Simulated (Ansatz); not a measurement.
Given:

AlInSb₂:
```
CELL_PARAMETERS angstrom
      2.24929     1.29863     7.35210
     -2.24929     1.29863     7.35210
      0.00000    -2.59725     7.35210
ATOMIC_POSITIONS crystal
  Al 0.99966 0.99966 0.99966
  In 0.50062 0.50062 0.50062
  Sb 0.12058 0.12058 0.12058
  Sb 0.62915 0.62915 0.62915
```

This is the r²SCAN-relaxed structure. x, y and z are the axes in which the lattice vectors are written.

All from r²SCAN (plane waves, PAW; program Ansatz), unless another level is named. Estimate the hole effective mass, band 1 of 2 at the edge.

0.46 along x, 0.83 along z (mₑ).

What about the formation energy from the elements (no fitted shifts)?

-0.24 eV/atom.

Predict the HSE06 gap on the r²SCAN cell.

1.08 eV.

Next, the valence-band maximum?

at Γ.

Space group R3m. The first step of the workflow began from a Materials Project structure, measured or hypothetical; the Crystallography Open Database copy checked does not list it. With Al and In taken as one species the cell has the higher symmetry F-43m, so it may be an ordered model of a mixed-site phase. Whether it is the stable phase at ambient conditions was not checked. The cell was relaxed with r²SCAN under the symmetry of its start; whether a distortion lowers the energy is not shown. The references are the lowest solids computed at this level, not always the standard phases. Scalar-relativistic: spin–orbit coupling is off unless named, which matters more the heavier the elements.

Potentials: the later of the program's two PAW sets.
